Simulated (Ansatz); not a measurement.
**SnO₂ (P4_2/mnm), zone-centre modes**

These are results of Ansatz, DFT PBE, scalar-relativistic, plane waves, PAW, not measurements. Settings: plane waves to 420 eV, k-mesh 6×6×8 (Γ-centred), Gaussian smearing 0.05 eV. No spin polarisation.

The undisturbed cell (relaxed at this level):

```
Sn O
1.0
     4.82771    0.00000    0.00000
     0.00000    4.82771    0.00000
     0.00000    0.00000    3.23799
Sn O
2 4
Direct
  0.00000 0.00000 0.00000
  0.50000 0.50000 0.50000
  0.30661 0.30661 0.00000
  0.19339 0.80661 0.50000
  0.69339 0.69339 0.00000
  0.80661 0.19339 0.50000
```

Harmonic modes by finite displacements of 0.02 Å, without the LO–TO term.

(1) At this geometry, is the structure stable against these modes?

(2) List the wavenumbers in cm⁻¹.

## Answers

(1) Yes: no mode is imaginary beyond 10 cm⁻¹, and only the three translations lie near zero.

(2) 0, 0, 0, 110, 141, 220, 220, 260, 260, 340, 430, 437, 437, 527, 548, 548, 583, 706.